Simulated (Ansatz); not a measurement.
Ag (simple cubic, Pm-3m) at seven volumes, r²SCAN (plane waves, PAW; program Ansatz), scaled uniformly. One row is withheld.

| V (Å³/atom) | P (GPa) |
|---|---|
| 18.209 | ? |
| 18.810 | 5.84 |
| 19.410 | 2.63 |
| 20.010 | 0.00 |
| 20.611 | -2.15 |
| 21.211 | -3.90 |
| 21.811 | -5.32 |

Fit the shown pressures and predict the withheld one.

P = (3/2)B₀(x^(7/2) − x^(5/2))[1 + (3/4)(B′ − 4)(x − 1)] with x = (V₀/V)^(2/3). Least squares on the six rows gives V₀ = 20.010 Å³/atom, B₀ = 79.1 GPa, B′ = 5.74. At V = 18.209, x = 1.0649 and P = 9.77 GPa. The run itself gave 9.76 GPa.

The cell is a constructed one: a structure type filled with these elements; neither database checked (COD, Materials Project) lists it. It is not the phase usual at ambient conditions (space group No. 225). The cell was relaxed with r²SCAN under the symmetry of its start. At this level the phase is mechanically unstable. No spin polarisation was allowed.

Potentials: the earlier of the program's two PAW sets.
